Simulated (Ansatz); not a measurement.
This cell of Al (fcc, Cu type) is off equilibrium:

```
CELL_PARAMETERS angstrom
      0.00000     1.98680     2.06627
      1.98680     0.00000     2.06627
      1.98680     1.98680     0.00000
ATOMIC_POSITIONS crystal
  Al 0.00000 0.00000 0.00000
```

The numbers are results of r2SCAN (plane waves to 500 eV, PAW, scalar-relativistic; Ansatz, a quantum-chemistry and plane-wave program), not measurements. k mesh 20×20×20 (Γ-centred), Fermi-Dirac smearing 0.05 eV. Energies are smeared free energies. Stress and pressure are positive under compression. With partly filled bands, the response to shear is sensitive to the k mesh, so small differences along c/a are uncertain. Al was relaxed with its symmetry unable to fall. The PAW data are Ansatz's earlier set.

Q: What is the stress tensor (GPa)?

A: 
```
   -1.2      0.0      0.0
    0.0     -1.2      0.0
    0.0      0.0     -4.0
```
The pressure, a third of the trace, is -2.1 GPa.

Q: It is the relaxed cell deformed to V/V₀ = 1.027, (c/a)/(c/a)₀ = 1.040, c along z, fractional positions held. What is its energy relative to the relaxed cell?

A: 6 meV/atom.

(A scan under strain: stresses follow from slopes of the energy per volume, elastic moduli from its curvatures.)
